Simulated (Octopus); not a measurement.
WS2 (P63/mmc, No. 194): band energies at special points

WS2 (P63/mmc, No. 194):
```
WS2
1.0
    3.18422     0.00000     0.00000
   -1.59211     2.75762     0.00000
    0.00000     0.00000    12.97828
W S
2 4
Cartesian
  0.00000   1.83841   3.24457
  1.59211   0.91921   9.73371
  0.00000   1.83841   8.17372
  1.59211   0.91921   4.80456
  1.59211   0.91921   1.68458
  0.00000   1.83841  11.29370
```
The cell is a database entry, not relaxed again. Its spacing of the layers comes from a density-functional relaxation and may be several per cent too wide, which shifts gaps by tenths of an eV.

Computed with Octopus (real-space grid): LDA, grid spacing about 0.17 Å, Γ-centred 12×12×2 k-mesh, no spin polarisation, PseudoDojo 0.4 LDA potentials. Spin-orbit coupling is left out.

Energies in eV against the valence band top; 52 electrons a cell outside the pseudopotentials' cores.

```
k-point (reduced)        band 22  band 23  band 24  band 25  band 26  band 27  band 28  band 29
-----------------------  -------  -------  -------  -------  -------  -------  -------  -------
Γ (0.000, 0.000, 0.000)    -2.16    -2.16    -1.67    -0.97     0.00     2.34     2.34     2.35
M (0.500, 0.000, 0.000)    -2.56    -1.83    -1.74    -1.49    -1.39     2.25     2.28     2.62
K (0.333, 0.333, 0.000)    -3.81    -2.79    -2.79    -0.62    -0.50     1.22     1.22     2.35
A (0.000, 0.000, 0.500)    -2.18    -2.18    -2.18    -0.30    -0.30     2.34     2.34     2.34
L (0.500, 0.000, 0.500)    -2.62    -1.79    -1.79    -1.44    -1.44     2.26     2.26     2.73
H (0.333, 0.333, 0.500)    -3.68    -2.85    -2.85    -0.56    -0.56     1.22     1.22     2.72
```
